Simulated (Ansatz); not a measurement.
In ZrC (rock salt type) the Zr atom of the primitive cell, with all its periodic images, is moved by 0.06 Å along [111].

```
CELL_PARAMETERS angstrom
0.00000 2.35500 2.35500
2.35500 0.00000 2.35500
2.35500 2.35500 0.00000
ATOMIC_POSITIONS crystal
Zr 0.00735 0.00735 0.00735
C 0.50000 0.50000 0.50000
```

Theory: HSE06, plane waves, all-electron PAW datasets generated for the crystal, point nucleus in Ansatz.

Cutoff 340 eV; exchange singularity: regularized; k-mesh 4×4×4 Γ-centred; Fermi–Dirac smearing of 0.1 eV; no spin polarisation.

(1) What force results?

Answers

(1) The force on it along the displacement is -0.1398 eV/Å, a force constant of 2.33 eV/Å². The cell stands under a pressure of -2.7 GPa, which shifts the constant from its value at the relaxed volume.

```json
{"atom": "Zr1", "Fx (eV/Å)": "-0.0807", "Fy (eV/Å)": "-0.0807", "Fz (eV/Å)": "-0.0807"}
{"atom": "C2", "Fx (eV/Å)": "0.0807", "Fy (eV/Å)": "0.0807", "Fz (eV/Å)": "0.0807"}
```

The k-mesh is coarse, so these values belong to this mesh and can lie far from the converged ones.
